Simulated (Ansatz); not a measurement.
# One structure type (P6_3/mmc), one member withheld

Computed with DFT, LDA, all-electron LAPW, scalar-relativistic (Ansatz 0.2.0).

All cells have space group P6_3/mmc and are held fixed (conventional cell and sites). Prototypes and MP cells are computed structures that needn't be known or stable phases of these compounds. Gaps are the smallest over the k mesh and a high-symmetry path; Bader charges come from PAW runs of the same cells. Open d or f shells run without spin or U come out metallic where the real compound may not be. Semilocal functionals give too small gaps and can close them; gaps under 0.4 eV may also close off the mesh. Rows with a moment start ferromagnetic; other orders may lie lower, and can open a gap.

No spin–orbit coupling, which matters for the heavy atoms here.

Semilocal functionals without a Hubbard term describe localised f shells poorly; where the shell is localised, the real material differs.

Y: a = 3.65 Å, b = 3.65 Å, c = 5.75 Å, α = 90.00°, β = 90.00°, γ = 120.00°; Y 2c (0.333 0.667 0.250); 12×12×7 mesh, smearing 0.08 eV, COD 1539818, reported
Sc: a = 3.31 Å, b = 3.31 Å, c = 5.27 Å, α = 90.00°, β = 90.00°, γ = 120.00°; Sc 2c (0.333 0.667 0.250); 13×13×7 mesh, smearing 0.03 eV, COD 9011704, reported
Sb: a = 3.37 Å, b = 3.37 Å, c = 5.33 Å, α = 90.00°, β = 90.00°, γ = 120.00°; Sb 2c (0.333 0.667 0.250); 12×12×7 mesh, smearing 0.03 eV, COD 1539203, reported
La: a = 3.75 Å, b = 3.75 Å, c = 6.07 Å, α = 90.00°, β = 90.00°, γ = 120.00°; La 2c (0.333 0.667 0.250); 11×11×6 mesh, smearing 0.05 eV, COD 9008503, reported, may be off
Gd: a = 3.64 Å, b = 3.64 Å, c = 5.90 Å, α = 90.00°, β = 90.00°, γ = 120.00°; Gd 2c (0.333 0.667 0.250); 12×12×6 mesh, smearing 0.03 eV, MP-relaxed cell mp-155
Sr: a = 4.31 Å, b = 4.31 Å, c = 7.05 Å, α = 90.00°, β = 90.00°, γ = 120.00°; Sr 2c (0.333 0.667 0.250); 10×10×5 mesh, smearing 0.08 eV, COD 1540836, reported

```tsv
compound	P (GPa)	gap (eV)	cell moment (μB)
Y	-3.9	none	unpolarised run
Sc	-5.3	none	unpolarised run
La	-3.0	none	unpolarised run
Gd	-4.4	none	15.2
Sr	-1.6	none	unpolarised run
```

Task: Predict the row of Sb (no spin polarisation).

Result: P (GPa): -1.3, gap (eV): none.
